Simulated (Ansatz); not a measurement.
The calculation used DFT PBE, scalar-relativistic, plane waves, PAW in Ansatz. All cells share a 420 eV cutoff and Γ-centred k meshes spaced at most about 0.3 Å⁻¹ (about 0.25 or finer for metals, 2π included). No spin polarisation in the final relaxations.

Temperature and zero-point effects are left out. All come from trial cells, and lower structures may exist.

Task: Order these relaxed structures of Ti3W2 by energy, lowest first, with the energy over the lowest of them.
A.

Space group I4/mmm (No. 139). a = 3.149 Å, b = 3.149 Å, c = 16.863 Å, α = 90.00°, β = 90.00°, γ = 90.00°
| atom | site | symmetry | x | y | z |
| --- | --- | --- | --- | --- | --- |
| Ti | 2a | 4/mmm | 0.0000 | 0.0000 | 0.0000 |
| Ti | 4e | 4mm | 0.5000 | 0.5000 | 0.1078 |
| W | 4e | 4mm | 0.0000 | 0.0000 | 0.2044 |

B.

Space group P6_3/mmc (No. 194). a = 2.821 Å, b = 2.821 Å, c = 24.218 Å, α = 90.00°, β = 90.00°, γ = 120.00°
```tsv
atom	site	symmetry	x	y	z
Ti	4f	3m.	0.3333	0.6667	0.0485
Ti	2c	-6m2	0.3333	0.6667	0.2500
W	4f	3m.	0.3333	0.6667	0.8507
```

Result: A (0 meV/atom), B (211 meV/atom). Forms: A Ti and W ordered on bcc sites, I4/mmm; B Ti and W ordered on hcp sites, P6_3/mmc. Counting all near atoms (those within 1.25 times the shortest distance at each site; a plus sign parts nearer from farther groups; a slash parts the counts of unlike sites): A has Ti 13/14, W 8+5; B has Ti 12, W 12.

Spin–orbit coupling, which can matter for W, is left out. Cells relaxed within their symmetry can be saddle points. Some types were kept out of the candidates beforehand, so the set may lack a known form.
